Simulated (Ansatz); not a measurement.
Geometry optimisation in Ansatz: input, command and trajectory.

```yaml
crystal:
  lattice:
    - [4.4754988251, 0.0, 0.0]
    - [0.0, 4.6926447751, 0.0]
    - [0.0, 0.0, 7.1196424152]
  atoms:
    - { symbol: Ca, position: [0.75, 0.6984158998, 0.25] }
    - { symbol: Ca, position: [0.75, 0.3015841002, 0.75] }
    - { symbol: Ca, position: [0.25, 0.6984158998, 0.75] }
    - { symbol: Ca, position: [0.25, 0.3015841002, 0.25] }
    - { symbol: C, position: [0.0, 0.75, 0.0] }
    - { symbol: C, position: [0.0, 0.25, 0.0] }
basis:
  ecutwfc: 420
kpoints:
  mp_grid: { grid: [4, 4, 4] }
hamiltonian:
  xc: pbe
scf:
  occupations: { method: gaussian, width: 0.1 }
  lower_state_search: "off"
output:
  forces: true
  stress: true
  eigenvalues: true
relax:
  adjacent_minimum: "off"
  f_tol: 0.04
  max_steps: 70
  cell: { stress_tol: 0.4 }
```

```bash
ansatz run input.yaml --threads 1 --pin off --max-ram 2560MiB --backend cpu --events-out ev --progress --plain --runs-dir out
```

Method: DFT PBE, scalar-relativistic, plane waves, PAW in Ansatz 0.2.0.

Of 19 frames 10 are shown, positions in Å and forces in eV/Å; the SCF threshold varies from step to step. Steps run on the plane waves of an earlier cell, with a Pulay correction in the pressure. The basis is chosen afresh for the last frame, the zero of the energies, and at times for earlier ones too; energy and pressure step there, also at an unchanged geometry. Here that happened at step 14 (-38 meV/atom, 1.1 GPa); the frames before carry an error of that size.

```xyz
6
Lattice="4.4755 0.0000 0.0000 0.0000 4.6926 0.0000 0.0000 0.0000 7.1196" Properties=species:S:1:pos:R:3:forces:R:3 pbc="T T T" step=1 free_energy_over_end_meV_per_atom=1150.07 pressure_GPa=6.14
Ca    3.3566    3.2774    1.7799   -1.1635    1.1680    1.1588
Ca    3.3566    1.4152    5.3397   -1.1635   -1.1680   -1.1588
Ca    1.1189    3.2774    5.3397    1.1635    1.1680   -1.1588
Ca    1.1189    1.4152    1.7799    1.1635   -1.1680    1.1588
C     0.0000    3.5195    0.0000    0.0000    0.2100    0.0000
C     0.0000    1.1732    0.0000    0.0000   -0.2100    0.0000
6
Lattice="4.8974 0.0000 0.0000 0.0000 4.5947 0.0000 0.0000 0.0000 7.0599" Properties=species:S:1:pos:R:3:forces:R:3 pbc="T T T" step=3 free_energy_over_end_meV_per_atom=881.70 pressure_GPa=0.97
Ca    3.6414    3.4279    1.8520    0.0291    0.0786    0.1728
Ca    3.6414    1.1668    5.2079    0.0291   -0.0786   -0.1728
Ca    1.2559    3.4279    5.2079   -0.0291    0.0786   -0.1728
Ca    1.2559    1.1668    1.8520   -0.0291   -0.0786    0.1728
C     0.0000    3.4815    0.0000    0.0000    0.5207    0.0000
C     0.0000    1.1132    0.0000    0.0000   -0.5207    0.0000
6
Lattice="5.3353 0.0000 0.0000 0.0000 4.2819 0.0000 0.0000 0.0000 7.0362" Properties=species:S:1:pos:R:3:forces:R:3 pbc="T T T" step=5 free_energy_over_end_meV_per_atom=736.08 pressure_GPa=0.36
Ca    4.0538    3.2456    1.8866   -0.1692   -0.1648    0.0238
Ca    4.0538    1.0363    5.1495   -0.1692    0.1648   -0.0238
Ca    1.2815    3.2456    5.1495    0.1692   -0.1648   -0.0238
Ca    1.2815    1.0363    1.8866    0.1692    0.1648    0.0238
C     0.0000    3.3076    0.0000    0.0000    2.0020    0.0000
C     0.0000    0.9743    0.0000    0.0000   -2.0020    0.0000
6
Lattice="5.7724 0.0000 0.0000 0.0000 3.9379 0.0000 0.0000 0.0000 7.0329" Properties=species:S:1:pos:R:3:forces:R:3 pbc="T T T" step=7 free_energy_over_end_meV_per_atom=355.15 pressure_GPa=3.28
Ca    4.4473    3.0715    1.8995   -0.8363   -0.6235    0.0813
Ca    4.4473    0.8664    5.1335   -0.8363    0.6235   -0.0813
Ca    1.3250    3.0715    5.1335    0.8363   -0.6235   -0.0813
Ca    1.3250    0.8664    1.8995    0.8363    0.6235    0.0813
C     0.0000    3.2438    0.0000    0.0000    5.0602    0.0000
C     0.0000    0.6940    0.0000    0.0000   -5.0602    0.0000
6
Lattice="5.8098 0.0000 0.0000 0.0000 4.0478 0.0000 0.0000 0.0000 7.0264" Properties=species:S:1:pos:R:3:forces:R:3 pbc="T T T" step=9 free_energy_over_end_meV_per_atom=242.46 pressure_GPa=2.31
Ca    4.4200    3.1399    1.8806   -0.4048   -0.5893    0.0635
Ca    4.4200    0.9079    5.1458   -0.4048    0.5893   -0.0635
Ca    1.3898    3.1399    5.1458    0.4048   -0.5893   -0.0635
Ca    1.3898    0.9079    1.8806    0.4048    0.5893    0.0635
C     0.0000    3.3756    0.0000    0.0000    4.1677    0.0000
C     0.0000    0.6722    0.0000    0.0000   -4.1677    0.0000
6
Lattice="5.8948 0.0000 0.0000 0.0000 4.3386 0.0000 0.0000 0.0000 6.7839" Properties=species:S:1:pos:R:3:forces:R:3 pbc="T T T" step=11 free_energy_over_end_meV_per_atom=97.96 pressure_GPa=1.53
Ca    4.4383    3.2360    1.8168   -0.1143   -0.1945   -0.0343
Ca    4.4383    1.1026    4.9671   -0.1143    0.1945    0.0343
Ca    1.4566    3.2360    4.9671    0.1143   -0.1945    0.0343
Ca    1.4566    1.1026    1.8168    0.1143    0.1945   -0.0343
C     0.0000    3.7059    0.0000    0.0000   -0.1778    0.0000
C     0.0000    0.6326    0.0000    0.0000    0.1778    0.0000
6
Lattice="5.8566 0.0000 0.0000 0.0000 4.8078 0.0000 0.0000 0.0000 6.5885" Properties=species:S:1:pos:R:3:forces:R:3 pbc="T T T" step=13 free_energy_over_end_meV_per_atom=69.72 pressure_GPa=-0.13
Ca    4.3754    3.5258    1.7553    0.0237    0.0278    0.0141
Ca    4.3754    1.2820    4.8332    0.0237   -0.0278   -0.0141
Ca    1.4812    3.5258    4.8332   -0.0237    0.0278   -0.0141
Ca    1.4812    1.2820    1.7553   -0.0237   -0.0278    0.0141
C     0.0000    4.1723    0.0000    0.0000   -0.0083    0.0000
C     0.0000    0.6356    0.0000    0.0000    0.0083    0.0000
6
Lattice="6.0804 0.0000 0.0000 0.0000 4.7179 0.0000 0.0000 0.0000 6.5172" Properties=species:S:1:pos:R:3:forces:R:3 pbc="T T T" step=15 free_energy_over_end_meV_per_atom=14.91 pressure_GPa=0.75
Ca    4.5475    3.4511    1.7161   -0.0359    0.0182   -0.0210
Ca    4.5475    1.2668    4.8011   -0.0359   -0.0182    0.0210
Ca    1.5329    3.4511    4.8011    0.0359    0.0182    0.0210
Ca    1.5329    1.2668    1.7161    0.0359   -0.0182   -0.0210
C     0.0000    4.0828    0.0000    0.0000    0.0362    0.0000
C     0.0000    0.6350    0.0000    0.0000   -0.0362    0.0000
6
Lattice="6.4792 0.0000 0.0000 0.0000 4.5445 0.0000 0.0000 0.0000 6.5186" Properties=species:S:1:pos:R:3:forces:R:3 pbc="T T T" step=17 free_energy_over_end_meV_per_atom=1.79 pressure_GPa=0.06
Ca    4.8351    3.3106    1.6563   -0.0110    0.0102    0.0102
Ca    4.8351    1.2340    4.8623   -0.0110   -0.0102   -0.0102
Ca    1.6441    3.3106    4.8623    0.0110    0.0102   -0.0102
Ca    1.6441    1.2340    1.6563    0.0110   -0.0102    0.0102
C     0.0000    3.9118    0.0000    0.0000   -0.1766    0.0000
C     0.0000    0.6327    0.0000    0.0000    0.1766    0.0000
6
Lattice="6.4814 0.0000 0.0000 0.0000 4.5399 0.0000 0.0000 0.0000 6.5127" Properties=species:S:1:pos:R:3:forces:R:3 pbc="T T T" step=19 free_energy_over_end_meV_per_atom=0.00 pressure_GPa=0.04
Ca    4.8334    3.3142    1.6574    0.0026   -0.0029   -0.0023
Ca    4.8334    1.2257    4.8552    0.0026    0.0029    0.0023
Ca    1.6480    3.3142    4.8552   -0.0026   -0.0029    0.0023
Ca    1.6480    1.2257    1.6574   -0.0026    0.0029   -0.0023
C     0.0000    3.9058    0.0000    0.0000    0.0277    0.0000
C     0.0000    0.6341    0.0000    0.0000   -0.0277    0.0000
```

The start is a random arrangement. At the end the space group is P-42m (tolerance 0.05 Å).

Time: 100 s on 1 thread of Intel(R) Xeon(R) 6975P-C (Granite Rapids) (shared host), peak memory 0.45 GiB.

The k mesh is coarse.